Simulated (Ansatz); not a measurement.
Input:

AlRu:
```cif
data_AlRu
_chemical_formula_sum 'Al1 Ru1'
_space_group_name_H-M_alt 'P 1'
_space_group_IT_number 1
_cell_length_a 2.95380
_cell_length_b 2.95380
_cell_length_c 2.95380
_cell_angle_alpha 90.000
_cell_angle_beta 90.000
_cell_angle_gamma 90.000
loop_
_space_group_symop_operation_xyz
  'x, y, z'
loop_
_atom_site_label
_atom_site_type_symbol
_atom_site_fract_x
_atom_site_fract_y
_atom_site_fract_z
_atom_site_occupancy
Al1 Al 0.00000 0.00000 0.00000 1
Ru1 Ru 0.50000 0.50000 0.50000 1
```

This is the LDA-relaxed structure.

All from LDA in the plane-wave PAW code Ansatz, unless another level is named. Estimate the Poisson's ratio.

0.28.

Predict the elastic constants (relaxed ions, GPa).

C11 = 358, C12 = 168, C44 = 140.

Space group Pm-3m (CsCl type). The LDA relaxation kept the symmetry of its start. The run is not spin-polarised. As this level gives no gap, shear constants depend on the k-mesh and smearing (Fermi–Dirac, 0.1 eV here).

Potentials: the earlier of the program's two PAW sets. The files were generated under PBE; for other functionals the program regenerates the frozen cores, and for LDA and PBEsol the local potential too.
